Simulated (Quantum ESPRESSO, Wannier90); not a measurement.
**Wannierisation of TiO2 (anatase)**

```
begin unit_cell_cart
ang
    0.0000000000   -3.7825400000    0.0000000000
    3.7825400000    0.0000000000    0.0000000000
   -1.8912700000    1.8912700000    4.8075100000
end unit_cell_cart
begin atoms_frac
Ti   0.0000000000  0.0000000000  0.0000000000
Ti  -0.2500000000  0.2500000000  0.5000000000
O   -0.0428500000  0.4571500000 -0.0857000000
O    0.2071500000  0.2071500000  0.4143000000
O   -0.2071500000 -0.2071500000 -0.4143000000
O   -0.4571500000  0.0428500000  0.0857000000
end atoms_frac
```

Structure: Materials Project mp-390, symmetrised, not relaxed again. COD (Crystallography Open Database) has the formula in 6 space groups, this one among them (matched by group alone). Level: PBEsol, no spin polarisation, no spin-orbit coupling; pw.x of Quantum ESPRESSO at 68 Ry with PseudoDojo potentials, 8×8×8 k-points, Wannier90. Density: 10×10×10 mesh, cold smearing 0.01 Ry.

A tight-binding model is made by disentanglement and projection with no localisation steps (num_iter = 0), so the 22 orbitals stay atom-like: hydrogen-like Ti: d; O: p, axes along x, y, z; frozen window up to 3.62 eV relative to the valence-band maximum. It follows pw.x to 0.2 meV rms for states up to 3.1 eV relative to the valence-band maximum. Matrix elements depend on this choice of orbitals and windows.

Question: What are the on-site energies relative to the valence-band maximum, and how fast do the hoppings decay?

Answer: 
```json
[
 {"atom": "Ti1", "orbitals": "dz2", "energy (eV)": "3.99"},
 {"atom": "Ti1", "orbitals": "dxz dyz dxy", "energy (eV)": "2.69"},
 {"atom": "Ti1", "orbitals": "dx2-y2", "energy (eV)": "4.12"},
 {"atom": "Ti2", "orbitals": "dz2", "energy (eV)": "3.99"},
 {"atom": "Ti2", "orbitals": "dxz dyz dxy", "energy (eV)": "2.69"},
 {"atom": "Ti2", "orbitals": "dx2-y2", "energy (eV)": "4.12"},
 {"atom": "O3", "orbitals": "pz", "energy (eV)": "-1.18"},
 {"atom": "O3", "orbitals": "px", "energy (eV)": "-1.38"},
 {"atom": "O3", "orbitals": "py", "energy (eV)": "-0.87"},
 {"atom": "O4", "orbitals": "pz", "energy (eV)": "-1.18"},
 {"atom": "O4", "orbitals": "px", "energy (eV)": "-0.87"},
 {"atom": "O4", "orbitals": "py", "energy (eV)": "-1.38"},
 {"atom": "O5", "orbitals": "pz", "energy (eV)": "-1.18"},
 {"atom": "O5", "orbitals": "px", "energy (eV)": "-1.38"},
 {"atom": "O5", "orbitals": "py", "energy (eV)": "-0.87"},
 {"atom": "O6", "orbitals": "pz", "energy (eV)": "-1.18"},
 {"atom": "O6", "orbitals": "px", "energy (eV)": "-0.87"},
 {"atom": "O6", "orbitals": "py", "energy (eV)": "-1.38"}
]
```

```tsv
distance of the centres (Å)	largest modulus (eV)
1–2	1.9
2–3	2.3
3–4	0.28
4–5	0.093
5–6	0.017
6–7	0.0078
7–8	0.0030
8–9	0.0012
9–10	0.0017
10–11	0.00082
11–12	0.00068
12–13	0.00022
```
